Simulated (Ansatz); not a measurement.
Mn₃GeN (anti-perovskite, Pm-3m), plane-wave PAW PBE (Ansatz code), all energies at zero smearing, with the estimated change up to a 700 eV cutoff added, with one set of potentials and settings (totals compare only within such a set). Cell of 5 atoms (1 Ge, 1 N, 3 Mn): -16376.539 eV.

| element | reference phase | E (eV/atom) |
|---|---|---|
| Ge | Fd-3m, 2 atoms in the cell | -4294.9847 |
| N | Pa-3, 8 atoms in the cell | -384.0325 |
| Mn | I-43m, 29 atoms in the cell, spin-polarised | -3898.8617 |

Formation energy per atom, worked out: (-16376.539 − 1×(-4294.9847) − 1×(-384.0325) − 3×(-3898.8617))/5 = -0.187 eV/atom (-18 kJ per mol of atoms), at 0 K, without zero-point energy or fitted corrections.

The start of the workflow was typed in or built on a structure type; neither database checked (COD, Materials Project) lists it. Whether it is the stable phase at ambient conditions was not checked. Symmetry was held in the PBE relaxation; its stability against distortions is not shown here. Spin order of the final state: ferromagnetic, the only order run, not a proven ground state. No Hubbard U is applied. The references are the lowest solids computed at this level, not always the standard phases (solids in place of the gases).

Potentials: the later of the program's two PAW sets.
